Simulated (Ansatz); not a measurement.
Consider the following.

Al₂Au:
```cif
data_Al8Au4
_chemical_formula_sum 'Au4 Al8'
_space_group_name_H-M_alt 'Fm-3m'
_space_group_IT_number 225
_space_group_name_Hall '-F 4 2 3'
_cell_length_a 5.95603
_cell_length_b 5.95603
_cell_length_c 5.95603
_cell_angle_alpha 90.000
_cell_angle_beta 90.000
_cell_angle_gamma 90.000
loop_
_atom_site_label
_atom_site_type_symbol
_atom_site_symmetry_multiplicity
_atom_site_Wyckoff_symbol
_atom_site_fract_x
_atom_site_fract_y
_atom_site_fract_z
_atom_site_occupancy
Au1 Au 4 a 0.00000 0.00000 0.00000 1
Al1 Al 8 c 0.25000 0.25000 0.25000 1
```
(The calculation used a cell of 3 atoms; values per cell refer to that cell.)

This is the LDA-relaxed structure.

Task: All from LDA (plane waves, PAW; program Ansatz), unless another level is named. Predict the density of states at the Fermi level.

Result: 0.30 states/eV per atom (mean over ±0.08 eV).

Task: Give the formation energy from the elements (no fitted shifts).

Result: -0.50 eV/atom.

The LDA relaxation kept the symmetry of its start; of distortions, only those at the zone centre were tested. The references are the lowest solids computed at this level, not always the standard phases. Scalar-relativistic: spin–orbit coupling is off unless named, which matters more the heavier the elements.

Potentials: the later of the program's two PAW sets.
